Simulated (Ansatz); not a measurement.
GaP:
```yaml
crystal:
  lattice:
    - [3.62021, 0.00000, 0.00000]
    - [-1.81011, 3.13520, 0.00000]
    - [0.00000, 0.00000, 6.11659]
  atoms:
    - { symbol: Ga, position: [0.00000, 0.00000, 0.00000] }
    - { symbol: Ga, position: [0.00000, 0.00000, 0.50000] }
    - { symbol: P, position: [0.33333, 0.66667, 0.25000] }
    - { symbol: P, position: [0.66667, 0.33333, 0.75000] }
```

Relaxed with PBE. Special points in fractions of this cell's reciprocal vectors: Γ (0.000, 0.000, 0.000); M (0.500, 0.000, 0.000); K (0.333, 0.333, 0.000); A (0.000, 0.000, 0.500); L (0.500, 0.000, 0.500); H (0.333, 0.333, 0.500).

### Question
List the band energies nearest the Fermi level at these points for PBE (plane waves, PAW; program Ansatz).

### Answer
In eV from the Fermi level; about four levels below and three above (degenerate sets whole), none deeper than 8.9 eV; points with the same levels are listed once.

```json
[
 {"k": "Γ", "below": "-7.87 -0.23 -0.17 -0.17", "above": "0.32 0.32 0.86"},
 {"k": "M", "below": "-5.14 -4.41 -4.22 -2.49", "above": "0.16 1.38 1.68"},
 {"k": "K", "below": "-3.33 -3.33 -3.31 -3.06 -3.06", "above": "5.46 6.15 6.15"},
 {"k": "A", "below": "-4.58 -4.58", "above": "0.14 0.14 0.14 0.14"},
 {"k": "L", "below": "-1.57 -1.57 -0.09 -0.09", "above": "3.48 3.48 6.36 6.36"},
 {"k": "H", "below": "-4.84 -4.84 -0.31 -0.31", "above": "1.04 1.04 2.64 2.64"}
]
```

Space group P6_3/mmc (NiAs type). A made-up cell: these elements were put on the sites of a structure type; neither database checked (COD, Materials Project) lists it. It is not the phase usual at ambient conditions (space group No. 216). Symmetry was held in the PBE relaxation; whether a distortion lowers the energy is not shown. Scalar-relativistic: spin–orbit coupling is off unless named, which matters more the heavier the elements.

Potentials: the earlier of the program's two PAW sets.
